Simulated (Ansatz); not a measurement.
**Data sheet: TiNCl (DFT)**

TiNCl:
```
CELL_PARAMETERS angstrom
      3.26273     0.00000     0.00000
      0.00000     3.92913     0.00000
      0.00000     0.00000     8.14072
ATOMIC_POSITIONS crystal
  Ti 0.50000 0.00000 0.09506
  Ti 0.00000 0.50000 0.90494
  N  0.00000 0.00000 0.95488
  N  0.50000 0.50000 0.04512
  Cl 0.50000 0.50000 0.67970
  Cl 0.00000 0.00000 0.32030
```

Space group Pmmn (No. 59); conventional cell a = 3.2627 Å, b = 3.9291 Å, c = 8.1407 Å, α = 90.00°, β = 90.00°, γ = 90.00°.

Method: r²SCAN in the plane-wave PAW code Ansatz. The cell and atoms are relaxed at this level. Other levels are named where they apply.

**Cell and energy**

```
Quantity                                                         Result
-----------------------------------------------------  ----------------
Volume per atom                                                17.39 Å³
Density                                                      3.10 g/cm³
Formation energy from the elements (no fitted shifts)  -171 kJ/mol-atom
```

**Electronic structure**

```
Quantity                           Result
-----------------------  ----------------
Band gap                 0.89 eV (direct)
Valence-band maximum                 at Γ
Conduction-band minimum              at Γ
```

The workflow started from a Materials Project entry (that database holds measured and hypothetical structures alike); the Crystallography Open Database files this formula in space group No. 59, but the cells were not matched. Its standing as an ambient phase is unchecked. Symmetry was held in the r²SCAN relaxation; whether a distortion lowers the energy is not shown. No spin polarisation was allowed. A crystal of weakly bound layers computed without a dispersion correction: the cell and the soft elastic constants depend strongly on that. The references are the lowest solids computed at this level, not always the standard phases (solids in place of the gases).

Potentials: the later of the program's two PAW sets.
